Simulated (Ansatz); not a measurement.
HfOs:
Space group Pm-3m (No. 221); a = 3.244 Å, b = 3.244 Å, c = 3.244 Å, α = 90.00°, β = 90.00°, γ = 90.00°

```
atom  site  symmetry       x       y       z
----  ----  --------  ------  ------  ------
Os      1b      m-3m  0.5000  0.5000  0.5000
Hf      1a      m-3m  0.0000  0.0000  0.0000
```

Relaxed with r²SCAN.

**Question.** Tabulate the valence density and the electron localisation function along the shortest Os–Os contact (3.24 Å), r²SCAN in the plane-wave PAW code Ansatz.

**Answer.** 

```tsv
distance from Os (Å)	density (e/Å³)	ELF
0.32	7.51	0.56
0.49	5.80	0.63
0.65	3.38	0.54
0.81	1.53	0.33
0.97	0.69	0.17
1.14	0.42	0.17
1.30	0.32	0.28
1.46	0.28	0.44
1.62	0.27	0.51
1.78	0.28	0.44
1.95	0.32	0.28
2.11	0.42	0.17
2.27	0.69	0.17
2.43	1.53	0.33
2.60	3.38	0.54
2.76	5.80	0.63
2.92	7.51	0.56
```

The density is the valence pseudo-density with augmentation charge, so density and ELF within about 1 Å of a nucleus are not all-electron values.

The workflow started from an entry of the Crystallography Open Database (COD). Its standing as an ambient phase is unchecked. Symmetry was held in the r²SCAN relaxation; whether a distortion lowers the energy is not shown. The run is not spin-polarised. Scalar-relativistic: spin–orbit coupling is off unless named, which matters more the heavier the elements.

Potentials: the later of the program's two PAW sets.
